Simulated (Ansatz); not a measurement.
**Property card for IrW**

IrW:
```
IrW
1.0
    4.41371     0.00000     0.00000
    0.00000     2.74218     0.00000
    0.00000     0.00000     4.78410
Ir W
2 2
Direct
  0.25000   0.50000   0.32416
  0.75000   0.50000   0.67584
  0.25000   0.00000   0.82775
  0.75000   0.00000   0.17225
```

Space group Pmma (No. 51); conventional cell a = 4.4137 Å, b = 2.7422 Å, c = 4.7841 Å, α = β = γ = 90.00°.

Method: the program Ansatz at the LDA level (PAW). The cell and atoms are relaxed at this level. Other levels are named where they apply.

Cell and energy:

```yaml
volume_per_atom: 14.48 Å³
density: 21.57 g/cm³
Formation energy from the elements (no fitted shifts): -0.33 eV/atom
```

Electronic structure:

```yaml
electronic_character: metallic (no gap)
Density of states at the Fermi level: 0.60 states/eV per atom (mean over ±0.08 eV)
```

Mechanics:

```yaml
Bulk modulus (Birch–Murnaghan fit): 376 GPa
Pressure derivative B′: 4.6
Elastic constants (relaxed ions, GPa): C11 = 712, C22 = 732, C33 = 664, C12 = 212, C13 = 244, C23 = 191, C44 = 176, C55 = 196, C66 = 208
mechanical_stability: stable (all eigenvalues of C positive)
hill_bulk_and_shear_moduli: 378 and 211 GPa
Young's modulus: 534 GPa
Poisson's ratio: 0.26
debye_temperature_from_the_elastic_constants: 425 K
```

Phonons:

```yaml
highest_zone_centre_frequency: 5.71 THz
zone_centre_stability: no imaginary mode at Γ
```

The workflow started from a Materials Project entry (that database holds measured and hypothetical structures alike); the Crystallography Open Database files this formula in space group No. 51, but the cells were not matched. Its standing as an ambient phase is unchecked. The cell was relaxed with LDA under the symmetry of its start. No spin polarisation was allowed. As this level gives no gap, shear constants depend on the k-mesh and smearing (Fermi–Dirac, 0.1 eV here). As this level gives no gap, phonon frequencies hold no LO–TO term and depend on the k-mesh and smearing (Fermi–Dirac, 0.1 eV here). Axis ratios of metals converge slowly with the k-mesh, so a and c are less sure than the volume. On the denser mesh and wider smearing of the elastic run this cell carries a stress of 0.3 GPa. The references are the lowest solids computed at this level, not always the standard phases. Scalar-relativistic: spin–orbit coupling is off unless named, which matters more the heavier the elements.

Potentials: the later of the program's two PAW sets.
